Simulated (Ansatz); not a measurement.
## LaC2 in the CaC2-type structure

Computed with Ansatz (plane waves, PAW, 420 eV cutoff): PBEsol, scalar-relativistic, no spin polarisation, 12×12×12 k-mesh, Gaussian smearing of 0.05 eV; PAW files: Ansatz's generated set soft_2.

```
La C
1.0
    -1.94594    1.94594    3.26302
     1.94594   -1.94594    3.26302
     1.94594    1.94594   -3.26302
La C
1 2
Direct
  0.00000 0.00000 0.00000
  0.40081 0.40081 0.00000
  0.59919 0.59919 0.00000
```

The start was a prototype's sites filled with these elements; the Crystallography Open Database holds the compound in this structure.

Path: Γ–X–P–N–Γ–M–S | S0–Γ | X–R | G–M, with Γ = (0.000, 0.000, 0.000), X = (0.000, 0.000, 0.500), P = (0.250, 0.250, 0.250), N = (0.000, 0.500, 0.000), M = (0.500, 0.500, -0.500), S = (0.339, 0.661, -0.339), S0 = (-0.339, 0.339, 0.339), R = (-0.178, 0.178, 0.500), G = (0.500, 0.500, -0.178) in reciprocal vectors of the calculation's cell.

Question: Is it a metal or an insulator, and if it has a gap, where are the band edges on this path?

Answer: A metal: bands cross the Fermi level.

Levels between -6 and 5 eV from the Fermi level at the path's named points:
```tsv
point	below E_F (eV)	above E_F (eV)
Γ	-4.86 -4.81 -3.11 -3.11 -0.10 -0.10	0.57 2.03 2.70 2.77 2.77 2.83 3.06 3.06 3.15 3.44
X	-4.96 -3.42 -3.42 -2.95 -2.32	2.30 2.38 2.43 2.60 2.70 2.85 2.93 3.00 4.55
P	-3.43 -3.43 -2.08 -0.22 -0.22	2.40 2.40 2.70 2.71 2.84 2.95 2.95
N	-4.93 -4.56 -2.13	1.11 1.59 2.19 2.63 2.66 2.76 2.82 3.54 3.93 4.08 4.17 4.57
M	-5.28 -3.29 -3.29 -2.59 -0.72	2.46 2.50 2.52 2.52 2.55 2.94 2.94 4.18 4.18 4.21
S and S0	-5.44 -4.64 -4.21 -2.96	1.30 1.67 1.93 2.56 2.59 2.63 2.71 3.14 3.85 4.22 4.89
R and G	-5.30 -4.25 -3.51 -3.10 -0.71	2.05 2.37 2.48 2.54 2.56 2.77 3.10 3.33 4.23
```

The calculation's cell holds 19 valence electrons, an odd number. Without magnetic order each band takes two, so one stays part-filled and the crystal must be a metal. (Only strong correlation, outside this picture, could make a Mott insulator of it.)

Scalar-relativistic only: spin–orbit splittings of the heavy atoms' levels are missing. Spin polarisation wasn't tried.
